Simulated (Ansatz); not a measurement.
Ansatz (a program for electronic structure) input:

Ansatz 0.2 input:
```yaml
crystal:
  lattice:
    - [4.0581627981, 0.0, 0.0]
    - [0.0, 4.0581627981, 0.0]
    - [0.0, 0.0, 4.0581627981]
  atoms:
    - { symbol: Ag, position: [0.5, 0.0, 0.5] }
    - { symbol: Ag, position: [0.0, 0.5, 0.5] }
    - { symbol: Ag, position: [0.5, 0.5, 0.0] }
    - { symbol: Au, position: [0.0, 0.0, 0.0] }
kpoints:
  mp_grid: { grid: [8, 8, 8] }
  band_path:
    path:
      - [[0.0, 0.0, 0.0], [0.0, 0.5, 0.0], [0.5, 0.5, 0.0], [0.0, 0.0, 0.0], [0.5, 0.5, 0.5], [0.0, 0.5, 0.0]]  # Γ-X-M-Γ-R-X
      - [[0.5, 0.5, 0.5], [0.5, 0.5, 0.0]]  # R-M
    npoints: 12
basis: { xc_grid: 2 }
hamiltonian:
  xc: pbesol
  pseudopotentials: { kind: paw }
magnetization: { noncollinear: true, spin_orbit: true }
scf:
  n_extra_bands: 12
  convergence: { dr2_threshold: 0.0000000001 }
  occupations: { method: gaussian, width: 0.05 }
output: { eigenvalues: true }
```

Output (shortened):

```
Pseudopotential: Ag, paw_fr, valence charge 19
Pseudopotential: Au, paw_fr, valence charge 19
Functional definition: PBEsol
non-collinear run that drives no moment, with spin-orbit …
Crystal: 4 atoms, lattice volume = 66.833 Å³
Basis set: ecut = 420 eV, 1309 PW (Γ), exchange–correlation on 60×60×60 points (8 copies of the dense FFT grid, shifted against one another)
Bands: 88, of which v1, the nominal top of the filled ones, is band 76 counted from 1 (75 counted from 0)
Symmetry: 48 space group operations + 48 with time reversal
k-points: 35 of 512
Projection manifold: j_resolved (fully-relativistic pseudo-atomic orbitals)
SCF iter   1: F=—  HF=-35622.954628 eV  |F-HF|=—  |Δ(HF+E_count)|=         —  Δρ=1.60e-1  dr2=3.02e1  dr2_m=0.00e0 (ungated)  ethr=3.10e-3  |M|=0.00e0 ∫|m|=0.00e0 μB  |m|>n=0.0e0 m-floor=0.0e0 τ_xc=0.0e0  β_m=0.30  ⟨swp⟩=6.9  Hψ=6676  notcnv=0  defer=34
preconditioner: auto → Resta (q_TF=auto, 2.787 Å⁻¹)
spin=Noncollinear: Resta preconditioning applied to the charge; magnetization (m_x, m_y, m_z) channels mix plain (no charge-response kernel on spin).
SCF iter   2: F=—  HF=-35618.524270 eV  |F-HF|=—  |Δ(HF+E_count)|=    4.43e0  Δρ=5.88e-2  dr2=4.02e0  dr2_m=0.00e0 (ungated)  ethr=3.10e-3  |M|=0.00e0 ∫|m|=0.00e0 μB  |m|>n=0.0e0 m-floor=0.0e0 τ_xc=0.0e0  β_m=0.38  ⟨swp⟩=2.9  Hψ=3296  notcnv=0  defer=204
preconditioner: auto → Kerker (q_TF=auto, 2.787 Å⁻¹)
spin=Noncollinear: Kerker preconditioning applied to the charge; magnetization (m_x, m_y, m_z) channels mix plain (no charge-response kernel on spin).
SCF iter   3: F=—  HF=-35617.767803 eV  |F-HF|=—  |Δ(HF+E_count)|=   7.56e-1  Δρ=2.03e-2  dr2=3.58e-1  dr2_m=0.00e0 (ungated)  ethr=3.10e-3  |M|=0.00e0 ∫|m|=0.00e0 μB  |m|>n=0.0e0 m-floor=0.0e0 τ_xc=0.0e0  β_m=0.59  ⟨swp⟩=2.1  Hψ=2116  notcnv=0  defer=210
SCF iter   4: F=—  HF=-35617.714911 eV  |F-HF|=—  |Δ(HF+E_count)|=   5.29e-2  Δρ=7.82e-3  dr2=3.83e-2  dr2_m=0.00e0 (ungated)  ethr=4.71e-4  |M|=0.00e0 ∫|m|=0.00e0 μB  |m|>n=0.0e0 m-floor=0.0e0 τ_xc=0.0e0  β_m=0.70  ⟨swp⟩=2.7  Hψ=3125  notcnv=0  defer=202
SCF iter   5: F=—  HF=-35617.708598 eV  |F-HF|=—  |Δ(HF+E_count)|=   6.31e-3  Δρ=2.16e-3  dr2=3.89e-3  dr2_m=0.00e0 (ungated)  ethr=5.04e-5  |M|=0.00e0 ∫|m|=0.00e0 μB  |m|>n=0.0e0 m-floor=0.0e0 τ_xc=0.0e0  β_m=0.85  ⟨swp⟩=2.0  Hψ=2987  notcnv=0  defer=214
SCF iter   6: F=—  HF=-35617.707951 eV  |F-HF|=—  |Δ(HF+E_count)|=   6.46e-4  Δρ=1.07e-3  dr2=1.73e-3  dr2_m=0.00e0 (ungated)  ethr=5.12e-6  |M|=0.00e0 ∫|m|=0.00e0 μB  |m|>n=0.0e0 m-floor=0.0e0 τ_xc=0.0e0  β_m=0.93  ⟨swp⟩=2.0  Hψ=2766  notcnv=0  defer=214
SCF iter   7: F=—  HF=-35617.707515 eV  |F-HF|=—  |Δ(HF+E_count)|=   4.37e-4  Δρ=2.37e-4  dr2=7.94e-5  dr2_m=0.00e0 (ungated)  ethr=2.28e-6  |M|=0.00e0 ∫|m|=0.00e0 μB  |m|>n=0.0e0 m-floor=0.0e0 τ_xc=0.0e0  β_m=0.96  ⟨swp⟩=2.0  Hψ=2141  notcnv=0  defer=214
SCF iter   8: F=—  HF=-35617.707500 eV  |F-HF|=—  |Δ(HF+E_count)|=   1.50e-5  Δρ=4.02e-5  dr2=1.03e-6  dr2_m=0.00e0 (ungated)  ethr=1.04e-7  |M|=0.00e0 ∫|m|=0.00e0 μB  |m|>n=0.0e0 m-floor=0.0e0 τ_xc=0.0e0  β_m=0.98  ⟨swp⟩=2.0  Hψ=2143  notcnv=0  defer=214
SCF iter  11: F=-35617.707478 eV  HF=-35617.707478 eV  |F-HF|=7.28e-12  |Δ(HF+E_count)|=   1.03e-9  Δρ=3.36e-7  dr2=5.53e-11  dr2_m=0.00e0 (ungated)  ethr=1.00e-12  |M|=0.00e0 ∫|m|=0.00e0 μB  |m|>n=0.0e0 m-floor=0.0e0 τ_xc=0.0e0  ⟨swp⟩=8.2  Hψ=6429  notcnv=0
SCF 1 converged in 11 iterations: F = -35617.707478 eV  dr2 = 5.53e-11
NSCF: frozen V_eff on 74 k-points
SCF converged after 11 iterations
Magnetization: |M| = 0.0000 μB,  M = (+0.0000, +0.0000, +0.0000) μB
Absolute magnetization: 0.0000 μB (∫|m|)
  site 0: m = (+0.0000, +0.0000, +0.0000) μB, |m| = 0.0000 μB  (R = 1.18 Å)
  site 1: m = (+0.0000, +0.0000, +0.0000) μB, |m| = 0.0000 μB  (R = 1.18 Å)
  site 2: m = (+0.0000, +0.0000, +0.0000) μB, |m| = 0.0000 μB  (R = 1.18 Å)
  site 3: m = (+0.0000, +0.0000, +0.0000) μB, |m| = 0.0000 μB  (R = 1.18 Å)
Free energy (F): -35617.707478 eV
Harris-Foulkes:  -35617.707478 eV  (|F-HF|=7.28e-12)
Internal energy: -35617.706002 eV  (E = F + TS)
E sigma→0 (E₀):  -35617.706740 eV
Entropy (-TS):   -0.001477 eV (-0.369 meV/atom)
Fermi energy:    18.450686 eV
--- Per-component energies (eV) ---
  E_band       = -896.943039
  E_kinetic    = 2187.174883
  E_local      = -8152.193928  (includes V_loc(G=0)·N_el)
  E_nonlocal   = 306.357496
  E_hartree    = 3664.558971
  E_xc         = -778.821530
  E_vxc        = -979.299297  (∫ρ·V_xc dr)
  E_paw        = -21100.186988  (= ΣΔE_a)
  E_vpaw       = -1588.101969  (= ΣTr[D̂ρ^β])
  E_aug_tail   = 0.002184  (compensation charges beyond the density's cutoff)
  E_ewald      = -11745.886703
  E_core_change = 1.289615  (= ΣΔE_core)
  E_smearing   = -0.001477  (= −TS)
  E_closure    = 0.000000  (closes the sum)
  Σ components = -35617.707478   (vs F -35617.707478, Δ=0.00e0)
  [band-id]    e_kinetic+e_local+e_nonlocal+2·e_hartree+e_vxc+e_vpaw+e_augmentation_tail = -896.942690   (vs E_band -896.943039, Δ=3.49e-4)
--- Band table (eV; the first three rows and the last of 35) ---
  k-point 0: bands = ["-86.9105", "-86.9105", "-73.3920", "-73.3920", "-73.3729", "-73.3729", "-73.3729", "-73.3729", "-50.6742", "-50.6742", "-40.4670", "-40.4670", "-40.4670", "-40.4670", "-40.4059", "-40.4059", "-35.3923", "-35.3923", "-35.3529", …
  k-point 1: bands = ["-86.9105", "-86.9105", "-73.3913", "-73.3913", "-73.3735", "-73.3735", "-73.3729", "-73.3729", "-50.6742", "-50.6742", "-40.4670", "-40.4670", "-40.4650", "-40.4650", "-40.4080", "-40.4080", "-35.3891", "-35.3891", "-35.3517", …
  k-point 2: bands = ["-86.9105", "-86.9105", "-73.3895", "-73.3895", "-73.3753", "-73.3753", "-73.3729", "-73.3729", "-50.6742", "-50.6742", "-40.4670", "-40.4670", "-40.4593", "-40.4593", "-40.4138", "-40.4138", "-35.3813", "-35.3813", "-35.3472", …
  k-point 34: bands = ["-86.9105", "-86.9105", "-73.3792", "-73.3792", "-73.3792", "-73.3792", "-73.3792", "-73.3792", "-50.6745", "-50.6745", "-40.4479", "-40.4479", "-40.4477", "-40.4477", "-40.4477", "-40.4477", "-35.3823", "-35.3823", "-35.3727", …
```

Cost: very roughly 80 core-seconds on shared cores.

Space group Pm-3m (Cu3Au type). The workflow started from a Materials Project entry (that database holds measured and hypothetical structures alike); the Crystallography Open Database copy checked does not list it. Its standing as an ambient phase is unchecked. The PBEsol relaxation kept the symmetry of its start; its stability against distortions is not shown here. The run is not spin-polarised.

Potentials: the later of the program's two PAW sets.

Ansatz is a plane-wave DFT program.
